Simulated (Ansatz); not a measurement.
MnGa in space group P-6m2 (No. 187; Mn on 1a, Ga on 1d) under volume change, plane-wave PAW r²SCAN (Ansatz code), shape and atoms relaxed at each volume.

| V (Å³/atom) | E − E(relaxed) (meV/atom) | P (GPa) |
|---|---|---|
| 13.645 | 32.6 | 8.57 |
| 14.095 | 13.5 | 5.15 |
| 14.545 | ? | ? |
| 14.995 | 0.0 | 0.01 |
| 15.445 | 2.9 | -2.04 |
| 15.894 | 11.4 | -3.97 |
| 16.344 | ? | ? |

**Question.** Some entries are withheld; supply them.

**Answer.** 
- 16.344, E − E(relaxed) (meV/atom): 24.9
- 16.344, P (GPa): -5.65
- 14.545, E − E(relaxed) (meV/atom): 3.2
- 14.545, P (GPa): 2.31

**Question.** What does a third-order Birch–Murnaghan fit give for V₀, B₀ and B′?

**Answer.** V₀ = 14.99 Å³/atom, B₀ = 75.9 GPa, B′ = 3.8.

The workflow started from a Materials Project entry (that database holds measured and hypothetical structures alike); the Crystallography Open Database copy checked does not list it. With Mn and Ga taken as one species the cell has the higher symmetry P6_3/mmc, so it may be an ordered model of a mixed-site phase. Its standing as an ambient phase is unchecked. Symmetry was held in the r²SCAN relaxation, as lowered by the spin order; whether a distortion lowers the energy is not shown. Spin order of the final state: antiferromagnetic, chosen from 4 collinear starts compared on coarse meshes (ties went to the first, and starts can fall back to one state), not a proven ground state. Other orbital occupations within this spin state were not tried.

Potentials: the later of the program's two PAW sets.
